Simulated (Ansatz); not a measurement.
CrSeTe (Janus 1T monolayer) was relaxed with 4 functionals in Ansatz, cell and atoms free, the symmetry of the start kept (meshes: PBE 6×6×1, r2SCAN 12×12×1, PBEsol 12×12×1, LDA 12×12×1). No spin polarisation and no zero-point or thermal motion; the cell was built from a prototype and may be hypothetical.

The LDA result:
```
Cr Se Te
1.0
     3.25057    0.00000    0.00000
    -1.62529    2.81508    0.00000
     0.00000    0.00000   30.27062
Cr Se Te
1 1 1
Cartesian
  0.0000 0.0000 9.1133
  0.0000 1.8767 10.5792
  1.6253 0.9384 7.3074
```
The sheet repeats along a and b alone.

The sheet's in-plane cell has a = 3.251 Å, b = 3.251 Å (γ = 120.0°), and its outermost atoms lie 3.27 Å apart along the normal. Around Cr lie 3 Se at 2.38 Å and 3 Te at 2.60 Å; around Se lie 3 Cr at 2.38 Å; around Te lie 3 Cr at 2.60 Å and 6 Te at 3.25 Å.

**Question.** Order the functionals by the relaxed area, smallest first.
A. PBE
B. r2SCAN
C. LDA
D. PBEsol

**Answer.** C (3.05 Å²/atom), D (3.10 Å²/atom), A (3.23 Å²/atom), B (3.27 Å²/atom).

**Question.** How does the cell change with PBEsol?

**Answer.** a = 3.279 Å; the area differs by +1.8 % from LDA's. Cr has 3 Se at 2.40 Å and 3 Te at 2.63 Å; Se has 3 Cr at 2.40 Å; Te has 3 Cr at 2.63 Å and 6 Te at 3.28 Å.

**Question.** What lattice does r2SCAN give?

**Answer.** a = 3.367 Å; the area differs by +7.3 % from LDA's. Cr has 3 Se at 2.42 Å and 3 Te at 2.64 Å; Se has 3 Cr at 2.42 Å; Te has 3 Cr at 2.64 Å.

**Question.** Held at the r2SCAN cell, what mean stress do LDA and PBE find, and does its sign point to their own minimum?

**Answer.** Not in every case. LDA -3.87 N/m, and its relaxed area is -6.8 % from r2SCAN's; PBE +0.40 N/m, and its relaxed area is -1.2 % from r2SCAN's. Compression counts positive, so a positive stress asks for a larger cell. For PBE the signs differ: the stress is read with the atoms held, and they move too when that functional relaxes the cell.
